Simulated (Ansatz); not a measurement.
Space group Cmcm (No. 63). a = 7.453 Å, b = 6.535 Å, c = 8.941 Å, α = 90.00°, β = 90.00°, γ = 90.00°
```
atom site symmetry x y z
  Al    8e       2..  0.3196  0.0000  0.0000
  Al    8f m..  0.5000  0.6430  0.0984
  Al    8g       ..m  0.3197  0.2982  0.2500
  Ru    4c m2m  0.5000  0.9644  0.2500
```

Equation of state of this Al$_{6}$Ru structure (not necessarily the ground state), with shape and atoms relaxed at each volume where symmetry leaves them free. It has no gap at any of these volumes. Computed with DFT PBEsol, scalar-relativistic, plane waves, PAW in Ansatz.

Plane waves to 420 eV, a k mesh through Γ of 8×8×4 on the computed 14-atom cell and Gaussian smearing (0.10 eV); no spin polarisation.

```csv
V (Å³/atom),E − E(largest V) (meV/atom),P (GPa)
13.687,54.21,19.60
14.154,6.27,13.49
14.620,-25.23,8.28
15.087,-42.65,3.81
15.554,-48.06,0.00
16.020,-43.19,-3.26
16.487,-29.56,-6.03
17.109,0.00,-9.09
```

Q: Fit a third-order Birch–Murnaghan equation to E(V).

A: V0 = 15.55 Å³/atom, B0 = 117 GPa, B0' = 4.2.